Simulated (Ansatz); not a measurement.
The relaxed structure here is a generated cell of Bi: the first start was made by placing the elements on the sites of a structure type, and the end was not matched to a known phase here, so it may be hypothetical. Known forms of Bi include space group No. 166.

A relaxed cell of Bi (Pm-3n (No. 223)), relaxed on a k-mesh at least as fine as the one used below. Level of theory: r2SCAN (plane waves to 500 eV, PAW, scalar-relativistic; Ansatz, a quantum-chemistry and plane-wave program). Γ-centred k-mesh 5×5×5 on the run's cell (coarser than for final values), Fermi–Dirac smearing 0.05 eV.

```xyz
8
Lattice="6.3502 0.0000 0.0000 0.0000 6.3502 0.0000 0.0000 0.0000 6.3502" Properties=species:S:1:pos:R:3 pbc="T T T"
Bi     1.5876     0.0000     3.1751
Bi     4.7627     0.0000     3.1751
Bi     0.0000     3.1751     1.5876
Bi     0.0000     3.1751     4.7627
Bi     3.1751     1.5876     0.0000
Bi     3.1751     4.7627     0.0000
Bi     0.0000     0.0000     0.0000
Bi     3.1751     3.1751     3.1751
```

The atoms are displaced by (Å):

| atom | ux | uy | uz |
|---|---|---|---|
| Bi1 | 0.159 | 0.062 | -0.018 |
| Bi2 | 0.086 | 0.130 | -0.117 |
| Bi3 | 0.016 | -0.011 | 0.089 |
| Bi4 | 0.110 | -0.101 | -0.016 |
| Bi5 | 0.220 | 0.104 | -0.043 |
| Bi6 | -0.032 | 0.028 | 0.036 |
| Bi7 | -0.023 | -0.024 | 0.005 |
| Bi8 | 0.033 | 0.146 | 0.012 |

Task: What forces (eV/Å) and pressure result?

Result: 
```tsv
atom	Fx	Fy	Fz
Bi1	-0.03	-0.06	0.04
Bi2	0.31	-0.01	-0.06
Bi3	-0.10	-0.01	-0.12
Bi4	0.01	-0.08	0.39
Bi5	0.10	-0.10	-0.13
Bi6	-0.19	0.29	-0.04
Bi7	-0.05	-0.26	-0.09
Bi8	-0.06	0.21	0.01
```

Pressure +0.3 GPa.

The undisplaced cell is probably no minimum: from this displacement the run went on to R-3m (No. 166), 0.37 eV/atom below it.

No spin polarisation in the result.
